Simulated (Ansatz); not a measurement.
Consider the following.

LaSb:
```xyz
2
Lattice="0.0000 3.2263 3.2263 3.2263 0.0000 3.2263 3.2263 3.2263 0.0000" Properties=species:S:1:pos:R:3 pbc="T T T"
La     0.0000     0.0000     0.0000
Sb     3.2263     3.2263     3.2263
```

This is the PBEsol-relaxed structure.

Task: All from the program Ansatz at the PBEsol level (PAW), unless another level is named. Estimate the electronic character.

Result: metallic (no gap).

Task: What about the formation energy from the elements (no fitted shifts)?

Result: -1.25 eV/atom.

Task: Give the density of states at the Fermi level.

Result: 0.12 states/eV per atom (mean over ±0.08 eV).

Task: Predict the gap with spin–orbit coupling.

Result: none (metallic).

Space group Fm-3m (rock salt). The workflow started from an entry of the Crystallography Open Database (COD). Its standing as an ambient phase is unchecked. Symmetry was held in the PBEsol relaxation; of distortions, only those at the zone centre were tested. The references are the lowest solids computed at this level, not always the standard phases. Scalar-relativistic: spin–orbit coupling is off unless named, which matters more the heavier the elements.

Potentials: the later of the program's two PAW sets.
